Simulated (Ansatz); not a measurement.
Starting cell, Mg (hcp, Mg type):

```
Mg
1.0
    6.34610     0.00000     0.00000
   -1.58653     2.74794     0.00000
    0.00000     0.00000     5.18267
Mg
4
Direct
  0.16667   0.66667   0.75000
  0.66667   0.66667   0.75000
  0.33333   0.33333   0.25000
  0.83333   0.33333   0.25000
```

The atoms are displaced by Q × the pattern below (from a DFPT mode at M = (0.5, 0.0, 0.0), largest move 1; Q in Å), at fixed cell. (q is in reciprocal vectors of the primitive cell; the cell shown is doubled to hold the pattern.)

| atom | x | y | z |
|---|---|---|---|
| Mg1 | 0.500 | -0.866 | 0.000 |
| Mg2 | -0.500 | 0.866 | 0.000 |
| Mg3 | -0.500 | 0.866 | 0.000 |
| Mg4 | 0.500 | -0.866 | 0.000 |

Computed with r2SCAN (plane waves to 500 eV, PAW, scalar-relativistic; Ansatz, a first-principles code). k mesh 17×17×9 (Γ-centred), Fermi-Dirac smearing 0.05 eV. The energy includes the smearing's −TS. With partly filled bands, energies and forces of such displacements shift with the k mesh and the smearing. Mg was relaxed with its symmetry unable to fall. The zero of ΔE is the undisplaced structure. The last digit holds for this mesh only.

| Q (Å) | ΔE (meV/cell) |
|---|---|
| -0.180 | 220.9 |
| -0.150 | 155.2 |
| -0.120 | 100.3 |
| -0.090 | withheld |
| -0.060 | 25.4 |
| -0.030 | 6.4 |
| 0.000 | 0.0 |
| 0.030 | 6.4 |
| 0.060 | 25.4 |
| 0.090 | withheld |
| 0.120 | 100.3 |
| 0.150 | 155.2 |
| 0.180 | 220.9 |

**Question.** Fit an even polynomial form (powers 2, 4) to the given rows and predict ΔE at Q = 0.090.

**Answer.** Least squares on the 11 given rows: ΔE = (7082)·Q² + (-8169)·Q⁴, in meV/cell with Q in Å; root-mean-square residual 0.02 meV/cell. At 0.090 the fit gives 56.8 meV/cell; the calculation gives 56.8 meV/cell, the same to the digits shown. The quadratic term alone would give 57.4 meV/cell.

(For displaced atoms, the force is minus the slope of the energy, and its curvature is a force constant, which sets phonon frequencies.)
